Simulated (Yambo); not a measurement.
Yambo run on Rb2YAgF6 (space group Fm-3m, No. 225). The wavefunctions are norm-conserving PBEsol (Quantum ESPRESSO, 84 Ry, no spin-orbit coupling) ones on a 2×2×2 mesh (45 occupied bands); a = b = c = 6.425 Å, α = β = γ = 60.00°.

Yambo input:

```
rim_cut
gw0
dyson
el_el_corr
HF_and_locXC
ppa
em1d
RandQpts= 1000000
RandGvec= 1 Ry
EXXRLvcs= 84 Ry
VXCRLvcs= 336 Ry
Chimod= "HARTREE"
% BndsRnXp
 6 | 282 |
%
NGsBlkXp= 7 Ry
% LongDrXp
 1.0 | 1.0 | 1.0 |
%
PPAPntXp= 27.2114 eV
% GbndRnge
 1 | 185 |
%
GTermKind= "none"
DysSolver= "n"
ExtendOut
% QPkrange
 1 | 1 | 45 | 46 |
 2 | 2 | 45 | 45 |
%
```

k points by index: 1 = Γ, 2 = L.

Resulting energies as the program prints them:

```
#    K-point    Band    Eo [eV]    E [eV]    E-Eo [eV]    Vxc [eV]    Vnlxc [eV]    Sc|Eo [eV]    Sc|E [eV]    dSc/dw|Eo [eV]    Re(Z)    Im(Z)
#
    1    45    -0.270714    -2.004729    -1.734015    -24.74439    -31.61359    4.784539    5.135182    -5.502198    0.831806    -0.920910E-3
    1    46    2.680764    4.015563    1.334800    -9.887458    -5.460153    -2.912907    -3.092505    -3.661118    0.881411    -0.718811E-3
    2    45    0.000000    -1.672881    -1.672881    -25.19097    -32.08965    4.884802    5.225803    -5.546355    0.830684    -0.001080
```
(The two width columns are left out.) Convergence of these settings isn't established.

Geometry of the Materials Project entry, not relaxed at this level.

The structure is a Materials Project entry; no match was found in the copy of COD used, and its stability was not checked.
